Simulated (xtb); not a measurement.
xtb single point, GFN2-xTB, ALPB implicit carbon disulfide, on vinylidene fluoride, C2H2F2 (SMILES C=C(F)F), charge 0, multiplicity 1.

```
xtb m.xyz --gfn 2 --chrg 0 --uhf 0 --norestart --sp --alpb cs2

6

C     -0.768412    -0.000198     0.000076
C      0.543452    -0.000131     0.000608
F      1.311299    -1.081231     0.000448
F      1.310764     1.081231    -0.000653
H     -1.310971     0.924699     0.000653
H     -1.311299    -0.924861    -0.000635
```

The program's output:

```

          ...................................................
          :                      SETUP                      :
          :.................................................:
          :  # basis functions                  18          :
          :  # atomic orbitals                  18          :
          :  # shells                           10          :
          :  # electrons                        24          :
          :  max. iterations                   250          :
          :  Hamiltonian                  GFN2-xTB          :
          :  restarted?                      false          :
          :  GBSA solvation                   true          :
          :  PC potential                    false          :
          :  electronic temp.          300.0000000     K    :
          :  accuracy                    1.0000000          :
          :  -> integral cutoff          0.2500000E+02      :
          :  -> integral neglect         0.1000000E-07      :
          :  -> SCF convergence          0.1000000E-05 Eh   :
          :  -> wf. convergence          0.1000000E-03 e    :
          :  Broyden damping             0.4000000          :
          :  net charge                          0          :
          :  unpaired electrons                  0          :
          ...................................................

 iter      E             dE          RMSdq      gap      omega  full diag
   1    -14.8028068 -0.148028E+02  0.533E+00    5.94       0.0  T
   2    -14.8336709 -0.308642E-01  0.413E+00    5.45       1.0  T
   3    -14.8512850 -0.176141E-01  0.205E+00    5.53       1.0  T
   4    -14.8528745 -0.158945E-02  0.454E-01    5.51       1.0  T
   5    -14.8530314 -0.156903E-03  0.906E-02    5.52       1.0  T
   6    -14.8530343 -0.291902E-05  0.194E-02    5.52       2.1  T
   7    -14.8530342  0.104212E-06  0.795E-03    5.52       5.1  T
   8    -14.8530345 -0.302192E-06  0.177E-03    5.52      23.0  T
   9    -14.8530345 -0.133185E-08  0.109E-03    5.52      37.4  T
  10    -14.8530345 -0.459290E-08  0.208E-05    5.52    1966.2  T
  11    -14.8530345  0.280131E-11  0.323E-05    5.52    1262.5  T

   *** convergence criteria satisfied after 11 iterations ***

         #    Occupation            Energy/Eh            Energy/eV
      -------------------------------------------------------------
         1        2.0000           -0.8640615             -23.5123
       ...           ...                  ...                  ...
         6        2.0000           -0.5890020             -16.0276
         7        2.0000           -0.5600625             -15.2401
         8        2.0000           -0.5350059             -14.5583
         9        2.0000           -0.5264735             -14.3261
        10        2.0000           -0.5114753             -13.9180
        11        2.0000           -0.5050015             -13.7418
        12        2.0000           -0.4417036             -12.0194 (HOMO)
        13                         -0.2388919              -6.5006 (LUMO)
        14                          0.0563208               1.5326
        15                          0.0568230               1.5462
        16                          0.1752339               4.7684
        17                          0.3921435              10.6708
        18                          0.6056539              16.4807
      -------------------------------------------------------------
                  HL-Gap            0.2028117 Eh            5.5188 eV
             Fermi-level           -0.3402978 Eh           -9.2600 eV


         :::::::::::::::::::::::::::::::::::::::::::::::::::::
         ::                     SUMMARY                     ::
         :::::::::::::::::::::::::::::::::::::::::::::::::::::
         :: total energy             -14.735192700296 Eh    ::
         :: total w/o Gsasa/hb       -14.733238090273 Eh    ::
         :: gradient norm              0.006391542299 Eh/a0 ::
         :: HOMO-LUMO gap              5.518788269493 eV    ::
         ::.................................................::
         :: SCC energy               -14.853034415435 Eh    ::
         :: -> isotropic ES            0.023616515807 Eh    ::
         :: -> anisotropic ES          0.000753240583 Eh    ::
         :: -> anisotropic XC         -0.005368806683 Eh    ::
         :: -> dispersion             -0.001817543147 Eh    ::
         :: -> Gsolv                  -0.003666718479 Eh    ::
         ::    -> Gelec               -0.001712108456 Eh    ::
         ::    -> Gsasa               -0.006935078045 Eh    ::
         ::    -> Ghb                  0.000000000000 Eh    ::
         ::    -> Gshift               0.004980468022 Eh    ::
         :: repulsion energy           0.117841715140 Eh    ::
         :: add. restraining           0.000000000000 Eh    ::
         :: total charge               0.000000000000 e     ::
         :::::::::::::::::::::::::::::::::::::::::::::::::::::

           -------------------------------------------------
          |                Property Printout                |
           -------------------------------------------------

    * Orbital Energies and Occupations

         #    Occupation            Energy/Eh            Energy/eV
      -------------------------------------------------------------
         1        2.0000           -0.8640615             -23.5123
         2        2.0000           -0.8553784             -23.2760
         3        2.0000           -0.6778833             -18.4461
         4        2.0000           -0.6228474             -16.9485
         5        2.0000           -0.6015377             -16.3687
         6        2.0000           -0.5890020             -16.0276
         7        2.0000           -0.5600625             -15.2401
         8        2.0000           -0.5350059             -14.5583
         9        2.0000           -0.5264735             -14.3261
        10        2.0000           -0.5114753             -13.9180
        11        2.0000           -0.5050015             -13.7418
        12        2.0000           -0.4417036             -12.0194 (HOMO)
        13                         -0.2388919              -6.5006 (LUMO)
        14                          0.0563208               1.5326
        15                          0.0568230               1.5462
        16                          0.1752339               4.7684
        17                          0.3921435              10.6708
        18                          0.6056539              16.4807
      -------------------------------------------------------------
                  HL-Gap            0.2028117 Eh            5.5188 eV
             Fermi-level           -0.3402978 Eh           -9.2600 eV

     #   Z          covCN         q      C6AA      α(0)
     1   6 C        2.837    -0.141    31.598     9.212
     2   6 C        2.549     0.332    21.428     7.566
     3   9 F        0.788    -0.197    11.206     3.954
     4   9 F        0.788    -0.197    11.205     3.954
     5   1 H        0.926     0.102     1.770     2.080
     6   1 H        0.926     0.102     1.770     2.080

 Mol. C6AA /au·bohr⁶  :        377.609214
 Mol. C8AA /au·bohr⁸  :       8338.396966
 Mol. α(0) /au        :         28.847095

Wiberg/Mayer (AO) data.
largest (>0.10) Wiberg bond orders for each atom

 ---------------------------------------------------------------------------
     #   Z sym  total        # sym  WBO       # sym  WBO       # sym  WBO
 ---------------------------------------------------------------------------
     1   6 C    3.972 --     2 C    1.851     6 H    0.966     5 H    0.966
     2   6 C    3.814 --     1 C    1.851     4 F    0.975     3 F    0.975
     3   9 F    1.132 --     2 C    0.975
     4   9 F    1.132 --     2 C    0.975
     5   1 H    0.990 --     1 C    0.966
     6   1 H    0.990 --     1 C    0.966
 ---------------------------------------------------------------------------


molecular dipole:
                 x           y           z       tot (Debye)
 q only:       -0.935       0.000       0.000
   full:       -0.960       0.000       0.001       2.441
molecular quadrupole (traceless):
                xx          xy          yy          xz          yz          zz
 q only:       -0.606       0.001      -0.466       0.001       0.002       1.072
  q+dip:       -0.123       0.001      -1.162       0.003       0.005       1.285
   full:       -0.833       0.001      -1.048       0.002       0.004       1.882

           -------------------------------------------------
          | TOTAL ENERGY              -14.735192700296 Eh   |
          | GRADIENT NORM               0.006391542299 Eh/α |
          | HOMO-LUMO GAP               5.518788269493 eV   |
           -------------------------------------------------
```

The total energy is -400.97 eV, -0.10 eV from the same level's vacuum run.
